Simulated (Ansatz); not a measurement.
GdO and the effect of the Hubbard U on Gd f

```
CELL_PARAMETERS angstrom
0.00000 2.70000 2.70000
2.70000 0.00000 2.70000
2.70000 2.70000 0.00000
ATOMIC_POSITIONS crystal
Gd 0.00000 0.00000 0.00000
O 0.75000 0.75000 0.75000
```

Kept alike: task band structure; functional PBE; k mesh 9 × 9 × 9; occupations fermi-dirac, width 0.05 eV; collinear spin, ferromagnetic start. Program: Ansatz, Ansatz PAW, cutoff 420 eV. The mesh is that of the run's cell of 2 atoms. No spin-orbit coupling.

```csv
"Hubbard U on Gd f, U (eV)",pressure (GPa),largest site moment (μB)
0,-0.64,6.83
1,-0.64,6.92
2,-0.61,6.97
3,-0.49,6.99
4,-0.38,7.01
5,-0.27,7.01
6,-0.16,7.02
8,0.04,7.02
```

Pressure is positive in compression, with a Pulay correction for the finite cutoff. For a metal such a mesh leaves the last digits unconverged. How U acts hangs on the program's projectors. The runs hold the magnetic state that their start led to, which needn't be the lowest. Site moments count inside each atom's sphere or projector. U is the effective U - J on orthogonalised atomic projectors. Double counting: fully localised limit (the default).

The pressure runs from -0.64 (0; 1) to 0.04 GPa (8). The largest site moment rises from 6.83 to 7.02 μB between 0 and 8 eV. U favours whole occupations of the shell, which as a rule raises the local moment.
